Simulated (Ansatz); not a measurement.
Suppose SnTe3 takes space group Fd-3m (No. 227), with Sn on 8b; Te on 16d and 8a.

These are results of Ansatz 0.2.0, DFT PBE, scalar-relativistic, plane waves, PAW, not measurements. Cutoff 420 eV, Γ-centred mesh, Gaussian smearing, no spin polarisation.

The zero of energy is the elements' standard structures at the same level; no fitted shifts are applied. The references include grey tin.

Question: Which cell and coordinates does it relax to?

Answer:

Space group Fd-3m:1 (No. 227). a = 12.908 Å, b = 12.908 Å, c = 12.908 Å, α = 90.00°, β = 90.00°, γ = 90.00°
```json
{"atom": "Sn", "site": "8b", "symmetry": "-43m", "x": "0.0000", "y": "0.0000", "z": "0.5000"}
{"atom": "Te", "site": "16d", "symmetry": ".-3m", "x": "0.1250", "y": "0.6250", "z": "0.1250"}
{"atom": "Te", "site": "8a", "symmetry": "-43m", "x": "0.2500", "y": "0.2500", "z": "0.2500"}
```

Sn has 4 Te at 2.79 Å, 4 Sn at 5.59 Å and 4 Te at 5.59 Å; Te on a site of symmetry -3m has 2 Sn at 2.79 Å, 6 Te at 4.56 Å and 6 Te at 5.35 Å; Te on a site of symmetry -43m has 16 Te at 5.35–5.59 Å and 4 Sn at 5.59 Å (long contacts).

Question: Where does its energy lie, and is it a metal?

Answer: The energy over the elements is +1.01 eV/atom and the gap on the 6×6×6 mesh of the 8-atom cell is 0 eV (a metal). A positive value: parting into the elements would lower its energy.

The last run used Gaussian smearing of 0.10 eV. These runs have no spin–orbit coupling, which can matter for Te. The cell is a metal run without spin; a magnetic state may lie lower. The reference form of Te is held partly by dispersion forces, which this level lacks. Symmetry constrained the relaxation, so the result can be a saddle point. Another cell of SnTe3 relaxed alike, in Im-3m, lies 1.10 eV/atom lower, so this cell isn't the stable form at this level.
